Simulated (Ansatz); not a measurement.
ScHO2: where the heat goes in a short trajectory

Theory: DFT PBEsol, scalar-relativistic, plane waves, PAW (Ansatz 0.2.0). Settings: plane waves to 420 eV, k-mesh 2×2×2 (shifted by 0.5, 0.5, 0.5 steps), Fermi–Dirac smearing 0.039 eV. The mesh is coarse. No spin polarisation.

16 atoms start on the lattice sites below (V = 165.7 Å³, 1.01 times the source cell's; static pressure -6.78 GPa, largest force component 0.25 eV/Å) with velocities drawn for 450 K; constant energy, fixed cell, 61 steps of 0.25 fs.

```
Sc H O
1.0
     3.24392    1.87288   -4.54598
     0.00000   -3.74576   -4.54598
    -3.24392    1.87288   -4.54598
Sc H O
4 4 8
Direct
  0.00000 0.50000 0.50000
  0.50000 0.50000 0.00000
  0.50000 0.00000 0.50000
  0.00000 0.00000 0.00000
  0.50000 0.00000 0.00000
  0.00000 0.00000 0.50000
  0.00000 0.50000 0.00000
  0.50000 0.50000 0.50000
  0.41030 0.91030 0.91030
  0.91030 0.91030 0.41030
  0.91030 0.41030 0.91030
  0.41030 0.41030 0.41030
  0.58970 0.08970 0.08970
  0.08970 0.08970 0.58970
  0.08970 0.58970 0.08970
  0.58970 0.58970 0.58970
```

| t (fs) | T (K) | kinetic energy (meV/atom) | potential energy over the first frame (meV/atom) | P with the kinetic part (GPa) |
| --- | --- | --- | --- | --- |
| 0.0 | 450 | 54.5 | 0.0 | -6.18 |
| 1.0 | 443 | 53.7 | 0.9 | -6.19 |
| 2.0 | 428 | 51.9 | 2.6 | -6.14 |
| 3.0 | 407 | 49.3 | 5.3 | -6.01 |
| 4.0 | 380 | 46.0 | 8.5 | -5.81 |
| 5.0 | 349 | 42.3 | 12.2 | -5.54 |
| 6.0 | 320 | 38.8 | 15.8 | -5.23 |
| 7.0 | 299 | 36.2 | 18.3 | -4.91 |
| 8.0 | 290 | 35.1 | 19.4 | -4.62 |
| 9.0 | 290 | 35.1 | 19.4 | -4.36 |
| 10.0 | 292 | 35.4 | 19.1 | -4.15 |
| 11.0 | 294 | 35.6 | 18.9 | -3.98 |
| 12.0 | 299 | 36.2 | 18.3 | -3.90 |
| 13.0 | 307 | 37.2 | 17.3 | -3.91 |
| 14.0 | 313 | 37.9 | 16.6 | -3.97 |
| 15.0 | 309 | 37.4 | 17.1 | -4.05 |

T counts 3N − 3 degrees of freedom. Means over every step of the second half, not only the rows shown: T = 299 K, kinetic energy 36.3 meV/atom, potential energy 18.3 meV/atom, P = -4.11 GPa.

Does the potential energy follow equipartition for harmonic vibrations?

In a harmonic crystal each vibration holds as much potential as kinetic energy on average, here 36.3 meV/atom. The run has 18.3, a ratio of 0.50. The deficit can mean that slow modes haven't yet taken up their share, or that the atoms found a lower arrangement than the start. At constant energy a start from the lattice sites hands about half of the kinetic energy to the potential, so T should settle near 225 K. So short a run gives a rough mean.

Split the rise of pressure into the kinetic part and the rest. Can a thermal Grüneisen parameter be estimated?

The program counts the kinetic part as N k_B T/V = 0.40 GPa. The pressure lies 2.67 GPa over the static one in all, so the forces add 2.27 GPa. The potential energy lies far under its harmonic share, so slow or unstable modes may dominate and no γ is drawn.

Cost: 1 run of about 3.1 core-minutes (earlier runs that led there not counted), on Intel Xeon Platinum 8488C (Sapphire Rapids) (shared hosts).